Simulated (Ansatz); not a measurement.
A geometry of ZrS₂ away from equilibrium: the start of the relaxation of a relaxed ZrS2 cell squeezed uniformly to 70 % of its volume. Method: PBEsol (plane waves to 420 eV, PAW, scalar-relativistic; Ansatz, a program for electronic structure). Γ-centred k-mesh 8×8×5 on the run's cell (coarser than for final values), Fermi–Dirac smearing 0.05 eV.

```xyz
3
Lattice="3.2209 0.0000 0.0000 -1.6104 2.7893 0.0000 0.0000 0.0000 5.2262" Properties=species:S:1:pos:R:3:forces:R:3 pbc="T T T" free_energy=-5899.868 pressure_GPa=69.7
Zr     0.0000     0.0000     0.0000    0.0000    0.0000    0.0000
S      0.0000     1.8596     1.2900    0.0000    0.0000    6.6474
S      1.6104     0.9298     3.9361    0.0000    0.0000   -6.6474
```

Positions in Å, forces in eV/Å, free energy of the cell in eV (comparable only within this code, potentials and settings). Largest force: 6.65 eV/Å, on S2, S3 (atoms numbered as listed); the geometry lies 1.10 eV/atom above the end of its relaxation.

No spin polarisation in the result. Without a van der Waals term the distances between weakly bound units are poorly fixed.

The run could not lose the symmetry of its start.

Without dispersion the volume is uncertain too.
